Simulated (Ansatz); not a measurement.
The start is a generated trial cell of TiC in the FeB structure type. Cell shape, volume and atoms are optimised at zero target pressure with PBEsol (plane waves to 420 eV, PAW, scalar-relativistic; Ansatz, a quantum-chemistry and plane-wave program). First-step values are on the input's coarse k-mesh.

Ansatz input (later rounds restart from its end on a renewed k-mesh):
Ansatz 0.2 input:
```yaml
crystal:
  lattice:
    - [5.920952, 0, 0]
    - [0, 3.174473, 0]
    - [0, 0, 4.367051]
  atoms:
    - { symbol: Ti, position: [0.18, 0.25, 0.125] }
    - { symbol: Ti, position: [0.32, 0.75, 0.625] }
    - { symbol: Ti, position: [0.82, 0.75, 0.875] }
    - { symbol: Ti, position: [0.68, 0.25, 0.375] }
    - { symbol: C, position: [0.036, 0.25, 0.61] }
    - { symbol: C, position: [0.464, 0.75, 0.11] }
    - { symbol: C, position: [0.964, 0.75, 0.39] }
    - { symbol: C, position: [0.536, 0.25, 0.89] }
basis: { ecutwfc: 420, ecutrho_ratio: 4, xc_grid: 2, fft_grid_basis: typed }
kpoints: { mp_grid: { grid: [4, 7, 5] } }
hamiltonian:
  xc: pbesol
  dispersion: none
  pseudopotentials: { azcp: { folder: ./paw }, kind: paw }
scf: { occupations: { method: fermi_dirac, width: 0.05 } }
relax: { f_tol: 0.01, max_steps: 100, cell: { stress_tol: 0.02 } }
output: { forces: true, stress: true }
```

* **Initial pressure**: -25 GPa (negative: the cell is under tension)
* **Largest initial force**: about 0.8 eV/Å, on C5, C6, C7, C8 (atoms numbered as listed)
* **Outcome**: The space group goes from Pnma (No. 62) to Fm-3m (No. 225); the end is rock salt type, with 2 atoms in the primitive cell
* **Volume change**: -3.6 %, from 10.26 to 9.89 Å³/atom
* **Shortest distances (start → end)**: The closest pairs of elements (up to four, under 3.6 Å), start → end: C–C 1.90 → 3.04 Å; C–Ti 2.28 → 2.15 Å; Ti–Ti 2.82 → 3.04 Å
* **Optimiser moves**: 16

It ends as:

```cif
data_C4Ti4
_chemical_formula_sum 'Ti4 C4'
_space_group_name_H-M_alt 'Fm-3m'
_space_group_IT_number 225
_space_group_name_Hall '-F 4 2 3'
_cell_length_a 4.29289
_cell_length_b 4.29289
_cell_length_c 4.29289
_cell_angle_alpha 90.000
_cell_angle_beta 90.000
_cell_angle_gamma 90.000
loop_
_atom_site_label
_atom_site_type_symbol
_atom_site_symmetry_multiplicity
_atom_site_Wyckoff_symbol
_atom_site_fract_x
_atom_site_fract_y
_atom_site_fract_z
_atom_site_occupancy
Ti1 Ti 4 b 0.50000 0.50000 0.50000 1
C1 C 4 a 0.00000 0.00000 0.00000 1
```
(The calculation used a cell of 2 atoms; values per cell refer to that cell.)

Final values are on a 19×19×19 k-mesh of the relaxed cell. No spin polarisation in the result.

The run could not lose the symmetry of its start.
